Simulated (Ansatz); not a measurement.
HfSiO$_{4}$:
```
HfSiO4
1.0
   -3.29168     3.29168     2.98348
    3.29168    -3.29168     2.98348
    3.29168     3.29168    -2.98348
Hf Si O
2 2 8
Direct
  0.00000   0.00000   0.00000
  0.75000   0.25000   0.50000
  0.25000   0.75000   0.50000
  0.50000   0.50000   0.00000
  0.13331   0.31810   0.81522
  0.06810   0.75288   0.68478
  0.50288   0.31810   0.18478
  0.06810   0.38331   0.31522
  0.61669   0.93190   0.68478
  0.68190   0.86669   0.18478
  0.24712   0.93190   0.31522
  0.68190   0.49712   0.81522
```

The program Ansatz at the PBEsol level (PAW) gives a gap of 5.37 eV without spin–orbit coupling, maximum on the Γ–Z line, 14 % of the way from Γ, minimum off the standard path, at k = (0.250, 0.255, 0.188).

Task: What happens when spin–orbit coupling is switched on?

Result: The gap stays essentially unchanged, to 5.37 eV; maximum on the Γ–Z line, 14 % of the way from Γ, minimum off the standard path, at k = (0.167, 0.271, 0.281).

Task: Give the hole effective mass with spin–orbit coupling.

Result: 1.7, 1.7, 8.8 mₑ (principal values).

Space group I4_1/amd. The PBEsol relaxation kept the symmetry of its start. No spin polarisation was allowed.

Potentials: the earlier of the program's two PAW sets.
